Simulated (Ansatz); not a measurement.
**NaLiCdS2: computed property card**

NaLiCdS$_{2}$:
```
CELL_PARAMETERS angstrom
      4.09305     0.00000     0.00000
     -2.04652     3.54468     0.00000
      0.00000     0.00000     6.91625
ATOMIC_POSITIONS crystal
  Na 0.33333 0.66667 0.97329
  Li 0.66667 0.33333 0.66273
  Cd 0.00000 0.00000 0.38039
  S  0.66667 0.33333 0.24310
  S  0.00000 0.00000 0.74049
```

Space group P3m1 (No. 156); conventional cell a = 4.0930 Å, b = 4.0930 Å, c = 6.9163 Å, α = 90.00°, β = 90.00°, γ = 120.00°.

Method: DFT-PBEsol in the program Ansatz with PAW potentials. Structure relaxed to zero pressure with the same functional. Other levels are named where they apply.

**Cell and energy**

```json
{
 "volume_per_atom": "20.07 Å³",
 "density": "3.42 g/cm³",
 "Formation energy from the elements (no fitted shifts)": "-1.02 eV/atom"
}
```

**Electronic structure**

```json
{
  "band_gap": "1.62 eV (direct)",
  "valence_band_maximum": "at Γ",
  "conduction_band_minimum": "at Γ",
  "electron_effective_mass": "0.17, 0.17, 0.22 mₑ (principal values)",
  "Electron effective mass with spin–orbit coupling": "0.17, 0.17, 0.22 mₑ (principal values)",
  "Hole effective mass, band 1 of 2 at the edge": "2.2 along x, 3.0 along z (mₑ)",
  "Hole effective mass, band 2 of 2 at the edge": "0.25 along x, 3.0 along z (mₑ)",
  "Hole effective mass with spin–orbit coupling": "0.44, 0.44, 3.0 mₑ (principal values)",
  "HSE06 gap on the PBEsol cell": "2.81 eV",
  "Gap with spin–orbit coupling": "1.60 eV"
}
```

**Mechanics**

```json
{
  "Bulk modulus (Birch–Murnaghan fit)": "36.9 GPa",
  "Pressure derivative B′": "5.0",
  "Elastic constants (relaxed ions, GPa)": "C11 = 74.5, C12 = 29.5, C13 = 22.3, C14 = 0.7, C33 = 52.2, C44 = 18.7",
  "mechanical_stability": "stable (all eigenvalues of C positive)",
  "hill_bulk_and_shear_moduli": "38.0 and 20.3 GPa",
  "Young's modulus": "51.7 GPa",
  "Poisson's ratio": "0.27",
  "debye_temperature_from_the_elastic_constants": "297 K",
  "Piezoelectric stress constants (proper, relaxed ions, C/m²)": "e15 = e24 = -0.27, e16 = e21 = 0.13, e22 = -0.13, e31 = e32 = -0.41, e33 = 0.04"
}
```

**Dielectric response**

```json
{
 "Electronic dielectric constant ε∞ (DFPT)": "5.07 (xx = yy), 4.85 (zz)",
 "Born charges (a third of the trace)": "Na +1.27, Li +0.89, Cd +1.91, S -2.22 to -1.85 e"
}
```

**Charges**

```json
{
  "bader_charges": "Na +0.84, Li +0.87, Cd +0.71, S -1.39 to -1.04 e"
}
```

The first step of the workflow began from a Materials Project structure, measured or hypothetical; the Crystallography Open Database copy checked does not list it. Whether it is the stable phase at ambient conditions was not checked. Symmetry was held in the PBEsol relaxation; its stability against distortions is not shown here. Signs of piezoelectric constants follow the polarity of the cell as given. The references are the lowest solids computed at this level, not always the standard phases. Spin–orbit coupling is left out wherever it is not named.

Potentials: the later of the program's two PAW sets.
